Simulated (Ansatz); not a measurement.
Starting cell, TiB₂ (AlB2 type, space group P6/mmm):

```yaml
crystal:
  lattice:
    - [6.06397, 0.00000, 0.00000]
    - [-1.51599, 2.62578, 0.00000]
    - [3.03199, 0.00000, 3.22435]
  atoms:
    - { symbol: Ti, position: [0.00000, 0.00000, 0.00000] }
    - { symbol: Ti, position: [0.50000, 0.00000, 0.00000] }
    - { symbol: B, position: [0.91667, 0.66667, 0.50000] }
    - { symbol: B, position: [0.41667, 0.66667, 0.50000] }
    - { symbol: B, position: [0.08333, 0.33333, 0.50000] }
    - { symbol: B, position: [0.58333, 0.33333, 0.50000] }
```

The atoms are displaced by Q × the pattern below (from a DFPT mode at L = (0.5, 0.0, 0.5), largest move 1; Q in Å), at fixed cell. (q is in reciprocal vectors of the primitive cell; the cell shown is doubled to hold the pattern.)

```json
[
 {"atom": "B3", "x": "0.000", "y": "0.000", "z": "-1.000"},
 {"atom": "B4", "x": "0.000", "y": "0.000", "z": "1.000"},
 {"atom": "B5", "x": "0.000", "y": "0.000", "z": "1.000"},
 {"atom": "B6", "x": "0.000", "y": "0.000", "z": "-1.000"}
]
```

Atoms not listed stay in place.

Calculation: PBE (plane waves to 420 eV, PAW, scalar-relativistic; Ansatz, a first-principles code). k mesh 18×18×18 (Γ-centred), Fermi-Dirac smearing 0.05 eV. E stands for the smeared free energy. Stress and pressure are positive under compression. With partly filled bands, energies and forces of such displacements shift with the k mesh and the smearing. TiB2 is run without spin polarisation. TiB2 was relaxed with its symmetry unable to fall. ΔE is measured from the undisplaced structure.

```json
[
 {"Q (Å)": "-0.100", "P (GPa)": "0.9", "ΔE (eV/cell)": "0.279", "−dE/dQ from forces (eV/Å)": "5.608"},
 {"Q (Å)": "-0.083", "P (GPa)": "0.6", "ΔE (eV/cell)": "(withheld)", "−dE/dQ from forces (eV/Å)": "4.662"},
 {"Q (Å)": "-0.067", "P (GPa)": "0.4", "ΔE (eV/cell)": "0.124", "−dE/dQ from forces (eV/Å)": "3.722"},
 {"Q (Å)": "-0.050", "P (GPa)": "0.2", "ΔE (eV/cell)": "(withheld)", "−dE/dQ from forces (eV/Å)": "2.787"},
 {"Q (Å)": "-0.033", "P (GPa)": "0.1", "ΔE (eV/cell)": "(withheld)", "−dE/dQ from forces (eV/Å)": "1.856"},
 {"Q (Å)": "-0.017", "P (GPa)": "0.0", "ΔE (eV/cell)": "0.008", "−dE/dQ from forces (eV/Å)": "0.927"},
 {"Q (Å)": "0.000", "P (GPa)": "0.0", "ΔE (eV/cell)": "0.000", "−dE/dQ from forces (eV/Å)": "0.000"},
 {"Q (Å)": "0.017", "P (GPa)": "0.0", "ΔE (eV/cell)": "0.008", "−dE/dQ from forces (eV/Å)": "-0.927"},
 {"Q (Å)": "0.033", "P (GPa)": "0.1", "ΔE (eV/cell)": "(withheld)", "−dE/dQ from forces (eV/Å)": "-1.856"},
 {"Q (Å)": "0.050", "P (GPa)": "0.2", "ΔE (eV/cell)": "(withheld)", "−dE/dQ from forces (eV/Å)": "-2.787"},
 {"Q (Å)": "0.067", "P (GPa)": "0.4", "ΔE (eV/cell)": "0.124", "−dE/dQ from forces (eV/Å)": "-3.722"},
 {"Q (Å)": "0.083", "P (GPa)": "0.6", "ΔE (eV/cell)": "(withheld)", "−dE/dQ from forces (eV/Å)": "-4.662"},
 {"Q (Å)": "0.100", "P (GPa)": "0.9", "ΔE (eV/cell)": "0.279", "−dE/dQ from forces (eV/Å)": "-5.608"}
]
```

Task: Some entries are withheld; supply them.

Result: 
- -0.083, ΔE (eV/cell): 0.194
- -0.050, ΔE (eV/cell): 0.070
- -0.033, ΔE (eV/cell): 0.031
- 0.033, ΔE (eV/cell): 0.031
- 0.050, ΔE (eV/cell): 0.070
- 0.083, ΔE (eV/cell): 0.194

(A displaced cell: forces are minus the slopes of the energy, force constants its curvatures, and phonons follow from these.)
